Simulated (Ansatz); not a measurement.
Harmonic vibrational thermodynamics of C (diamond, Fd-3m) at fixed volume, PBEsol in the plane-wave PAW code Ansatz. The rows extrapolate the 0 K crystal and know nothing of melting or changes of phase.

| T (K) | F_vib (meV/atom) | S (J/K per mol of atoms) | C_V (J/K per mol of atoms) |
|---|---|---|---|
| 50 | ___ | 0.0 | ___ |
| 100 | ___ | ___ | 0.3 |
| 200 | ___ | ___ | 2.4 |
| 300 | 179.2 | 2.4 | 6.3 |
| 400 | 175.4 | 4.8 | 10.3 |
| 600 | 159.9 | 10.2 | 16.1 |
| 800 | 133.4 | 15.3 | 19.3 |
| 1000 | 96.9 | 19.8 | 21.1 |

Q: Some entries are withheld; supply them.

A: 
- 200, S (J/K per mol of atoms): 0.8
- 200, F_vib (meV/atom): 180.7
- 50, C_V (J/K per mol of atoms): 0.0
- 50, F_vib (meV/atom): 181.1
- 100, S (J/K per mol of atoms): 0.1
- 100, F_vib (meV/atom): 181.1

Symmetry was held in the PBEsol relaxation; phonons on a q-mesh show no instability.

Potentials: the later of the program's two PAW sets.
